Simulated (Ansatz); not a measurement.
Input for Ansatz (plane-wave DFT, PAW):

```yaml
crystal:
  lattice:
    - [5.0327236583, 0.0, 0.0]
    - [0.0, 5.0327236583, 0.0]
    - [0.0, 0.0, 6.9880575178]
  atoms:
    - { symbol: Si, position: [0.8020607766, 0.8020607766, 0.5] }
    - { symbol: Si, position: [0.6979392234, 0.3020607766, 0.25] }
    - { symbol: Si, position: [0.1979392234, 0.1979392234, 0.0] }
    - { symbol: Si, position: [0.3020607766, 0.6979392234, 0.75] }
    - { symbol: O, position: [0.2616871676, 0.3915244061, 0.8189055404] }
    - { symbol: O, position: [0.1084755939, 0.7616871676, 0.5689055404] }
    - { symbol: O, position: [0.7383128324, 0.6084755939, 0.3189055404] }
    - { symbol: O, position: [0.8915244061, 0.2383128324, 0.0689055404] }
    - { symbol: O, position: [0.7616871676, 0.1084755939, 0.4310944596] }
    - { symbol: O, position: [0.6084755939, 0.7383128324, 0.6810944596] }
    - { symbol: O, position: [0.2383128324, 0.8915244061, 0.9310944596] }
    - { symbol: O, position: [0.3915244061, 0.2616871676, 0.1810944596] }
basis:
  ecutwfc: 500
kpoints:
  mp_grid: { grid: [6, 6, 4] }
hamiltonian:
  xc: r2scan
scf:
  occupations: { method: gaussian, width: 0.02 }
output:
  forces: true
  stress: true
  eigenvalues: true
relax:
  adjacent_minimum: "off"
  f_tol: 0.01
  max_steps: 30
  cell: { stress_tol: 0.1, fix: [volume] }
```

Run as
```bash
ansatz run input.yaml --threads 2 --pin off --max-ram 5120MiB --backend cpu --events-out ev --progress --plain --runs-dir out
```

Computed with DFT r2SCAN, scalar-relativistic, plane waves, PAW (Ansatz 0.2.0).

Abridged output (iterations and final results):

```
SCF iter   1: F=—  HF=-7119.910517 eV  |F-HF|=—  |Δ(HF+E_count)|=         —  Δρ=6.95e-3  dr2=8.64e-2  dr2_τ=9.86e-1  ethr=1.77e-3  ⟨swp⟩=7.3  Hψ=6911  notcnv=0  defer=15
SCF iter   2: F=—  HF=-7120.226943 eV  |F-HF|=—  |Δ(HF+E_count)|=   3.16e-1  Δρ=4.43e-3  dr2=2.27e-2  dr2_τ=1.97e-3  ethr=1.35e-4  ⟨swp⟩=3.6  Hψ=2976  notcnv=0  defer=149
SCF iter   3: F=—  HF=-7120.224324 eV  |F-HF|=—  |Δ(HF+E_count)|=   2.62e-3  Δρ=6.81e-4  dr2=7.78e-4  dr2_τ=2.11e-4  ethr=3.54e-5  ⟨swp⟩=2.0  Hψ=2102  notcnv=0  defer=149
SCF iter   4: F=—  HF=-7120.224325 eV  |F-HF|=—  |Δ(HF+E_count)|=   1.11e-6  Δρ=1.86e-4  dr2=3.03e-5  dr2_τ=3.39e-6  ethr=1.22e-6  ⟨swp⟩=2.2  Hψ=2019  notcnv=0  defer=149
SCF iter   5: F=—  HF=-7120.224332 eV  |F-HF|=—  |Δ(HF+E_count)|=   6.57e-6  Δρ=7.83e-5  dr2=1.06e-5  dr2_τ=3.98e-7  ethr=4.73e-8  ⟨swp⟩=2.0  Hψ=2127  notcnv=0  defer=149
SCF iter   6: F=—  HF=-7120.224332 eV  |F-HF|=—  |Δ(HF+E_count)|=   1.74e-7  Δρ=2.89e-5  dr2=1.53e-6  dr2_τ=2.25e-8  ethr=1.66e-8  ⟨swp⟩=3.0  Hψ=2202  notcnv=0  defer=149
SCF iter   7: F=-7120.224332 eV  HF=-7120.224332 eV  |F-HF|=5.95e-9  |Δ(HF+E_count)|=   1.16e-7  Δρ=3.24e-6  dr2=2.04e-8  dr2_τ=8.02e-10  ethr=1.56e-10  ⟨swp⟩=11.5  Hψ=7276  notcnv=0
SCF 1 converged in 7 iterations: F = -7120.224332 eV  dr2 = 2.04e-8
relax step   1: F+E_penalty+E_count = -7120.22433189 eV  Δ(F+E_penalty+E_count) = +0.000e0 eV  max|allowed force component| = 2.448e-1 eV/Å  Δτ_max = 0.0000 Å  P = -4.925 GPa  Ω = 176.996 Å³  fix = [volume]  reactions: volume -4.925 GPa (7 SCF iters, dr2 threshold 1.00e-7 eV, accepted)
Basis set: ecut = 500 eV, 4485 PW (Γ), exchange–correlation on 160×160×216 points (64 copies of the dense FFT grid, shifted against one another)
Initial density: handed on by an earlier stage of this run
Initial wavefunctions: those handed on with the density
SCF iter   1: F=—  HF=-7120.250742 eV  |F-HF|=—  |Δ(HF+E_count)|=         —  Δρ=3.01e-3  dr2=9.99e-3  dr2_τ=1.15e-1  ethr=1.50e-5  ⟨swp⟩=3.8  Hψ=6583  notcnv=0
SCF iter   2: F=—  HF=-7120.259587 eV  |F-HF|=—  |Δ(HF+E_count)|=   8.85e-3  Δρ=1.63e-3  dr2=3.14e-3  dr2_τ=1.86e-4  ethr=1.50e-5  ⟨swp⟩=2.5  Hψ=2634  notcnv=0
SCF iter   3: F=—  HF=-7120.259230 eV  |F-HF|=—  |Δ(HF+E_count)|=   3.57e-4  Δρ=5.28e-4  dr2=2.85e-4  dr2_τ=6.56e-5  ethr=4.90e-6  ⟨swp⟩=2.0  Hψ=2300  notcnv=0
SCF iter   4: F=—  HF=-7120.259212 eV  |F-HF|=—  |Δ(HF+E_count)|=   1.79e-5  Δρ=1.69e-4  dr2=2.50e-5  dr2_τ=2.04e-6  ethr=4.45e-7  ⟨swp⟩=2.0  Hψ=2040  notcnv=0
SCF iter   5: F=—  HF=-7120.259230 eV  |F-HF|=—  |Δ(HF+E_count)|=   1.80e-5  Δρ=1.05e-4  dr2=1.32e-5  dr2_τ=1.59e-6  ethr=3.90e-8  ⟨swp⟩=2.0  Hψ=2278  notcnv=0
SCF iter   6: F=-7120.259229 eV  HF=-7120.259229 eV  |F-HF|=3.81e-7  |Δ(HF+E_count)|=   1.14e-6  Δρ=2.74e-5  dr2=9.30e-7  dr2_τ=2.64e-8  ethr=1.87e-9  ⟨swp⟩=5.4  Hψ=6764  notcnv=0
SCF 2 converged in 6 iterations: F = -7120.259229 eV  dr2 = 9.30e-7
relax step   2: F+E_penalty+E_count = -7120.25922877 eV  Δ(F+E_penalty+E_count) = -3.490e-2 eV  max|allowed force component| = 2.194e-1 eV/Å  Δτ_max = 0.0176 Å  P = -3.683 GPa  Ω = 176.996 Å³  energy of the carried Pulay correction = -1.011e-17 eV  fix = [volume]  reactions: volume -3.683 GPa (6 SCF iters, dr2 threshold 1.20e-6 eV, accepted)
SCF iter   1: F=—  HF=-7120.211939 eV  |F-HF|=—  |Δ(HF+E_count)|=         —  Δρ=6.59e-3  dr2=5.09e-2  dr2_τ=5.62e-1  ethr=7.59e-5  ⟨swp⟩=3.6  Hψ=6232  notcnv=0
SCF iter   2: F=—  HF=-7120.284416 eV  |F-HF|=—  |Δ(HF+E_count)|=   7.25e-2  Δρ=3.36e-3  dr2=1.38e-2  dr2_τ=8.56e-4  ethr=7.59e-5  ⟨swp⟩=3.0  Hψ=2951  notcnv=0
SCF iter   3: F=—  HF=-7120.281855 eV  |F-HF|=—  |Δ(HF+E_count)|=   2.56e-3  Δρ=1.20e-3  dr2=1.44e-3  dr2_τ=3.52e-4  ethr=2.16e-5  ⟨swp⟩=2.9  Hψ=2553  notcnv=0
SCF iter   4: F=—  HF=-7120.281747 eV  |F-HF|=—  |Δ(HF+E_count)|=   1.08e-4  Δρ=3.67e-4  dr2=1.18e-4  dr2_τ=8.47e-6  ethr=2.25e-6  ⟨swp⟩=2.0  Hψ=2249  notcnv=0
SCF iter   5: F=—  HF=-7120.281820 eV  |F-HF|=—  |Δ(HF+E_count)|=   7.30e-5  Δρ=1.54e-4  dr2=2.48e-5  dr2_τ=3.13e-6  ethr=1.84e-7  ⟨swp⟩=2.0  Hψ=2385  notcnv=0
SCF iter   6: F=—  HF=-7120.281818 eV  |F-HF|=—  |Δ(HF+E_count)|=   2.00e-6  Δρ=3.46e-5  dr2=1.26e-6  dr2_τ=6.67e-8  ethr=3.88e-8  ⟨swp⟩=2.1  Hψ=1887  notcnv=0
SCF iter   7: F=-7120.281819 eV  HF=-7120.281819 eV  |F-HF|=3.80e-8  |Δ(HF+E_count)|=   9.45e-7  Δρ=3.85e-6  dr2=2.51e-8  dr2_τ=1.05e-9  ethr=1.87e-9  ⟨swp⟩=7.1  Hψ=5962  notcnv=0
SCF 3 converged in 7 iterations: F = -7120.281819 eV  dr2 = 2.51e-8
relax step   3: F+E_penalty+E_count = -7120.28181893 eV  Δ(F+E_penalty+E_count) = -2.259e-2 eV  max|allowed force component| = 3.749e-1 eV/Å  Δτ_max = 0.0390 Å  P = -0.695 GPa  Ω = 176.996 Å³  energy of the carried Pulay correction = -1.011e-17 eV  fix = [volume]  reactions: volume -0.695 GPa (7 SCF iters, dr2 threshold 1.20e-6 eV, accepted)
SCF iter   1: F=—  HF=-7120.299863 eV  |F-HF|=—  |Δ(HF+E_count)|=         —  Δρ=1.93e-3  dr2=4.82e-3  dr2_τ=1.52e-2  ethr=5.84e-6  ⟨swp⟩=3.9  Hψ=6470  notcnv=0
SCF iter   2: F=—  HF=-7120.299191 eV  |F-HF|=—  |Δ(HF+E_count)|=   6.72e-4  Δρ=8.86e-4  dr2=1.06e-3  dr2_τ=3.39e-5  ethr=5.84e-6  ⟨swp⟩=2.8  Hψ=2534  notcnv=0
SCF iter   3: F=—  HF=-7120.298812 eV  |F-HF|=—  |Δ(HF+E_count)|=   3.79e-4  Δρ=1.70e-4  dr2=2.87e-5  dr2_τ=6.47e-6  ethr=1.66e-6  ⟨swp⟩=2.1  Hψ=2101  notcnv=0
SCF iter   4: F=—  HF=-7120.298817 eV  |F-HF|=—  |Δ(HF+E_count)|=   4.57e-6  Δρ=6.19e-5  dr2=4.64e-6  dr2_τ=4.56e-7  ethr=4.48e-8  ⟨swp⟩=2.0  Hψ=2167  notcnv=0
SCF iter   5: F=-7120.298819 eV  HF=-7120.298819 eV  |F-HF|=1.24e-7  |Δ(HF+E_count)|=   2.68e-6  Δρ=1.90e-5  dr2=7.39e-7  dr2_τ=4.32e-8  ethr=1.87e-9  ⟨swp⟩=8.1  Hψ=6733  notcnv=0
SCF 4 converged in 5 iterations: F = -7120.298819 eV  dr2 = 7.39e-7
relax step   4: F+E_penalty+E_count = -7120.29881949 eV  Δ(F+E_penalty+E_count) = -1.700e-2 eV  max|allowed force component| = 4.899e-3 eV/Å  Δτ_max = 0.0103 Å  P = -0.425 GPa  Ω = 176.996 Å³  fix = [volume]  reactions: volume -0.425 GPa (5 SCF iters, dr2 threshold 1.20e-6 eV, accepted)
Initial wavefunctions: pseudopotential atomic-orbital guess (no wavefunctions were taken with the density)
SCF iter   1: F=—  HF=-7120.298741 eV  |F-HF|=—  |Δ(HF+E_count)|=         —  Δρ=5.36e-5  dr2=8.30e-7  dr2_τ=1.16e-7  ethr=2.00e-7  ⟨swp⟩=4.2  Hψ=10739  notcnv=0
SCF iter   2: F=—  HF=-7120.298828 eV  |F-HF|=—  |Δ(HF+E_count)|=   8.64e-5  Δρ=2.75e-5  dr2=2.96e-7  dr2_τ=6.48e-7  ethr=1.30e-9  ⟨swp⟩=2.1  Hψ=2244  notcnv=0
SCF iter   3: F=—  HF=-7120.298820 eV  |F-HF|=—  |Δ(HF+E_count)|=   8.04e-6  Δρ=3.26e-6  dr2=9.11e-9  dr2_τ=6.24e-9  ethr=4.63e-10  ⟨swp⟩=2.0  Hψ=1988  notcnv=0
SCF iter   4: F=—  HF=-7120.298819 eV  |F-HF|=—  |Δ(HF+E_count)|=   8.42e-8  Δρ=1.85e-6  dr2=3.72e-9  dr2_τ=7.33e-10  ethr=1.42e-11  ⟨swp⟩=2.0  Hψ=2280  notcnv=0
SCF iter   5: F=-7120.298819 eV  HF=-7120.298819 eV  |F-HF|=3.62e-10  |Δ(HF+E_count)|=   1.24e-9  Δρ=3.93e-7  dr2=9.52e-11  dr2_τ=6.92e-11  ethr=1.00e-12  ⟨swp⟩=3.3  Hψ=5511  notcnv=0
SCF 5 converged in 5 iterations: F = -7120.298819 eV  dr2 = 9.52e-11
SCF converged after 5 iterations
Free energy (F): -7120.298819 eV
Harris-Foulkes:  -7120.298819 eV  (|F-HF|=3.62e-10)
Internal energy: -7120.298819 eV  (E = F + TS)
E sigma→0 (E₀):  -7120.298819 eV
Fermi energy:    3.854947 eV
--- Per-component energies (eV) ---
  E_band       = -416.006825
  E_kinetic    = 1620.072777
  E_local      = -4614.785818  (includes V_loc(G=0)·N_el)
  E_nonlocal   = 471.830774
  E_hartree    = 1708.667787
  E_xc         = -799.807347
  E_vxc        = -1059.059953  (∫ρ·V_xc dr)
  E_paw        = -3367.718103  (= ΣΔE_a)
  E_vpaw       = -318.384745  (= ΣTr[D̂ρ^β])
  E_aug_tail   = 0.008390  (compensation charges beyond the density's cutoff)
  E_vtau       = 66.976406  (kinetic-family band-sum trace: ∫τ·v_τ [+ j·A + Jᵃ·Aᵃ] dr)
  E_ewald      = -2138.006020
  E_core_change = -0.561259  (= ΣΔE_core)
  E_smearing   =  0.000000  (= −TS)
--- Forces (eV/Å), atoms counted from 1 ---
  atom   1  Si    -0.00175011    -0.00175011     0.00000000
  atom   2  Si     0.00175011    -0.00175011     0.00000000
  atom   3  Si     0.00175011     0.00175011     0.00000000
  atom   4  Si    -0.00175011     0.00175011     0.00000000
  atom   5  O      0.00291616    -0.00161728     0.00461540
  atom   6  O      0.00161728     0.00291616     0.00461540
  atom   7  O     -0.00291616     0.00161728     0.00461540
  atom   8  O     -0.00161728    -0.00291616     0.00461540
  atom   9  O      0.00291616     0.00161728    -0.00461540
  atom  10  O      0.00161728    -0.00291616    -0.00461540
  atom  11  O     -0.00291616    -0.00161728    -0.00461540
  atom  12  O     -0.00161728     0.00291616    -0.00461540
--- Stress (GPa, compression-positive) ---
       -0.398583       0.000000       0.000000
        0.000000      -0.398583       0.000000
        0.000000       0.000000      -0.473932
  P = ⅓ Tr σ = -0.4237 GPa (-4.237 kbar)
--- Band table (eV; the first three rows and the last of 30) ---
  k-point 0: bands = ["-19.6981", "-18.8110", "-18.8110", "-17.6814", "-17.6439", "-17.6412", "-17.6286", "-17.6286", "-8.9256", "-6.8022", "-6.8022", "-5.1551", "-5.0607", "-5.0607", "-4.5611", "-4.4169", "-2.2519", "-2.2403", "-2.2403", "-1.6986", "-1.6552", "-1.3600", "-1.1412", "-1.1074", "-1.1074", "-0.6217", "-0.6217", "-0.4734", "0.0346", "0.4488", "0.4488", "0.7127", "6.9972", "10.2765", "10.2765", "10.7094", "10.7094", "11.2509", "11.5442", "12.5909", "12.5909", "12.6693", "12.8786", "13.0909"]
  k-point 1: bands = ["-19.6359", "-19.1702", "-18.4184", "-17.7816", "-17.6413", "-17.6396", "-17.6309", "-17.6303", "-8.7507", "-7.5746", "-6.0878", "-5.2515", "-5.0274", "-4.9570", "-4.6631", "-4.5195", "-2.2166", "-2.2012", "-2.1174", "-1.6477", "-1.5795", "-1.3354", "-1.2920", "-1.1842", "-1.1431", "-1.0191", "-0.3457", "-0.1636", "0.0845", "0.2654", "0.4095", "0.5970", "7.3407", "9.3628", "10.6379", "10.9780", "11.0277", "11.3239", "11.3376", "12.3319", "12.3812", "12.7282", "12.7932", "12.9926"]
  k-point 2: bands = ["-19.4545", "-19.4545", "-18.0508", "-18.0508", "-17.6356", "-17.6356", "-17.6355", "-17.6355", "-8.2667", "-8.2667", "-5.5547", "-5.5547", "-4.8689", "-4.8689", "-4.7476", "-4.7476", "-2.1669", "-2.1669", "-1.8225", "-1.8225", "-1.4137", "-1.4137", "-1.2565", "-1.2565", "-1.2466", "-1.2466", "-0.0571", "-0.0571", "0.1993", "0.1993", "0.3110", "0.3110", "8.2342", "8.2342", "11.0909", "11.0909", "11.1360", "11.1360", "11.9472", "11.9472", "12.0693", "12.0693", "12.9650", "12.9650"]
  k-point 29: bands = ["-18.7804", "-18.7804", "-18.7804", "-18.7804", "-17.6931", "-17.6931", "-17.6931", "-17.6931", "-6.8270", "-6.8270", "-6.8270", "-6.8270", "-4.4556", "-4.4556", "-4.4556", "-4.4556", "-2.2889", "-2.2889", "-2.2889", "-2.2889", "-1.5429", "-1.5429", "-1.5429", "-1.5429", "-0.6569", "-0.6569", "-0.6569", "-0.6569", "0.0638", "0.0638", "0.0638", "0.0638", "10.6115", "10.6115", "10.6115", "10.6115", "11.2508", "11.2508", "11.2508", "11.2508", "12.0536", "12.0536", "12.0536", "12.0536"]
--- Relaxed structure (4 steps of the walk, 4 accepted, 1 SCFs on fresh bases) ---
  F+E_penalty+E_count = -7120.29881944 eV   max|allowed force component| = 4.615e-3 eV/Å   (the final SCF, on the basis selected at the relaxed cell)
  cell:  # Å, volume = 176.9957 Å³
    - [5.02439194, 0.0, 0.0]
    - [0.0, 5.02439194, 0.0]
    - [0.0, 0.0, 7.01125267]
  atoms:
    - { symbol: Si, position: [0.79704985, 0.79704985, 0.49999999] }
    - { symbol: Si, position: [0.70295014, 0.29704985, 0.24999999] }
    - { symbol: Si, position: [0.20295014, 0.20295014, 0.0] }
    - { symbol: Si, position: [0.29704985, 0.70295014, 0.74999999] }
    - { symbol: O, position: [0.25964352, 0.40138482, 0.82383808] }
    - { symbol: O, position: [0.09861517, 0.75964352, 0.57383808] }
    - { symbol: O, position: [0.74035647, 0.59861517, 0.32383808] }
    - { symbol: O, position: [0.90138482, 0.24035647, 0.07383808] }
    - { symbol: O, position: [0.75964352, 0.09861517, 0.42616191] }
    - { symbol: O, position: [0.59861517, 0.74035647, 0.67616191] }
    - { symbol: O, position: [0.24035647, 0.90138482, 0.92616191] }
    - { symbol: O, position: [0.40138482, 0.25964352, 0.17616191] }
```

The relaxation met its thresholds.

The run took 75 s on 2 threads of Intel(R) Xeon(R) CPU @ 2.60GHz (Ice Lake), with other jobs on the host, peak memory 0.83 GiB.